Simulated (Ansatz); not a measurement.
Computed with DFT, BLYP, plane waves (420 eV) with PAW, scalar-relativistic in Ansatz. The PAW files were generated under PBE, with cores re-solved for the functional.

An element in the dhcp structure gives this curve. The cell is scaled uniformly from the relaxed one, with fractional coordinates and shape fixed. Energies are extrapolated to zero smearing, pressures are those at the given smearing. Magnetic state: spin not included.

```
V (Å³/atom)  E − E₀ (meV/atom)  P (GPa)
     17.057              184.3    28.45
     17.832               75.8    17.09
     18.608               17.3     7.74
     19.383                0.0     0.03
     20.158               16.6    -6.32
     20.933               61.2   -11.53
     21.709              128.7   -15.81
```

Question: Which element is it?
A. gallium
B. tungsten
C. tantalum
D. arsenic

Answer: C. Its fit is V₀ = 19.37 Å³/atom, B₀ = 175 GPa, B₀′ = 3.8.
